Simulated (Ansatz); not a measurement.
Space group P6_3/mmc (No. 194). a = 3.916 Å, b = 3.916 Å, c = 5.070 Å, α = 90.00°, β = 90.00°, γ = 120.00°
```json
{"atom": "Ni", "site": "2a", "symmetry": "-3m.", "x": "0.0000", "y": "0.0000", "z": "0.0000"}
{"atom": "Sb", "site": "2c", "symmetry": "-6m2", "x": "0.3333", "y": "0.6667", "z": "0.2500"}
```

Equation of state of this NiSb structure (not necessarily the ground state), with shape and atoms relaxed at each volume where symmetry leaves them free. It has no gap at any of these volumes. Level of theory: DFT PBEsol, scalar-relativistic, plane waves, PAW (Ansatz).

Settings: cutoff 420 eV, Γ-centred mesh 12×12×8 on the computed 4-atom cell, Gaussian smearing of 0.10 eV; no spin polarisation.

| V (Å³/atom) | E − E(largest V) (meV/atom) | P (GPa) |
| --- | --- | --- |
| 14.814 | 69.99 | 22.79 |
| 15.319 | 10.01 | 15.52 |
| 15.824 | -29.06 | 9.43 |
| 16.329 | -50.53 | 4.30 |
| 16.834 | -57.12 | 0.00 |
| 17.339 | -51.24 | -3.59 |
| 17.844 | -34.95 | -6.59 |
| 18.517 | 0.00 | -9.81 |

Fit a third-order Birch–Murnaghan equation to E(V).

V0 = 16.84 Å³/atom, B0 = 131 GPa, B0' = 4.8.

Spin-orbit coupling is left out, which matters for the bands of heavy elements.